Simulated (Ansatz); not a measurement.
SrTl2 (space group P6_3/mmc)

```yaml
crystal:
  lattice:
    - [5.09832, 0.00000, 0.00000]
    - [-2.54916, 4.41527, 0.00000]
    - [0.00000, 0.00000, 8.12767]
  atoms:
    - { symbol: Sr, position: [0.00000, 0.00000, 0.25000] }
    - { symbol: Sr, position: [0.00000, 0.00000, 0.75000] }
    - { symbol: Tl, position: [0.33333, 0.66667, 0.45235] }
    - { symbol: Tl, position: [0.66667, 0.33333, 0.54765] }
    - { symbol: Tl, position: [0.66667, 0.33333, 0.95235] }
    - { symbol: Tl, position: [0.33333, 0.66667, 0.04765] }
```

Two coordinates are scanned: the volume, and the ratio of the stretch along z (the conventional c axis) to the stretch across it. Atoms keep their fractional coordinates.

These are PBEsol (plane waves to 420 eV, PAW, scalar-relativistic; Ansatz, a program for electronic structure) values and carry that method's errors. k mesh 11×11×6 (Γ-centred), Fermi-Dirac smearing 0.05 eV. Stress and pressure are positive under compression. As the atoms are clamped, bonds stretch with the cell, which overstates energies and stresses. With partly filled bands, the response to shear is sensitive to the k mesh, so small differences along c/a are uncertain. Spin-orbit coupling is left out, though Tl is heavy. SrTl2 was relaxed with its symmetry unable to fall.

At one point of the scan the stress tensor (GPa) is:

```
    0.8      0.0      0.0
    0.0      0.8      0.0
    0.0      0.0      0.6
```

Which point is it?
A. V/V₀ = 1.000, (c/a)/(c/a)₀ = 1.040
B. V/V₀ = 0.960, (c/a)/(c/a)₀ = 0.980
C. V/V₀ = 0.980, (c/a)/(c/a)₀ = 1.040
D. V/V₀ = 0.980, (c/a)/(c/a)₀ = 1.000

D, V/V₀ = 0.980, (c/a)/(c/a)₀ = 1.000

(A scan under strain: stresses follow from slopes of the energy per volume, elastic moduli from its curvatures.)
